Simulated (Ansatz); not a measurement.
Space group P-6m2 (No. 187). a = 2.898 Å, b = 2.898 Å, c = 2.828 Å, α = 90.00°, β = 90.00°, γ = 120.00°
```json
{"atom": "W", "site": "1a", "symmetry": "-6m2", "x": "0.0000", "y": "0.0000", "z": "0.0000"}
{"atom": "C", "site": "1f", "symmetry": "-6m2", "x": "0.6667", "y": "0.3333", "z": "0.5000"}
```

Equation of state of this WC structure (not necessarily the ground state), with shape and atoms relaxed at each volume where symmetry leaves them free. It has no gap at any of these volumes. Method: DFT PBEsol, scalar-relativistic, plane waves, PAW in Ansatz.

Plane waves to 420 eV, a k mesh through Γ of 18×18×14 on the computed 2-atom cell and Gaussian smearing (0.10 eV); no spin polarisation.

| V (Å³/atom) | E − E(largest V) (meV/atom) | P (GPa) |
| --- | --- | --- |
| 9.052 | 123.72 | 67.89 |
| 9.361 | 13.87 | 46.71 |
| 9.669 | -58.24 | 28.62 |
| 9.978 | -98.10 | 13.18 |
| 10.286 | -110.42 | -0.02 |
| 10.595 | -99.21 | -11.29 |
| 10.904 | -67.92 | -20.91 |
| 11.315 | 0.00 | -31.58 |

**Question.** Fit a third-order Birch–Murnaghan equation to E(V).

**Answer.** V0 = 10.29 Å³/atom, B0 = 406 GPa, B0' = 4.2.

Spin-orbit coupling is left out, which matters for the bands of heavy elements.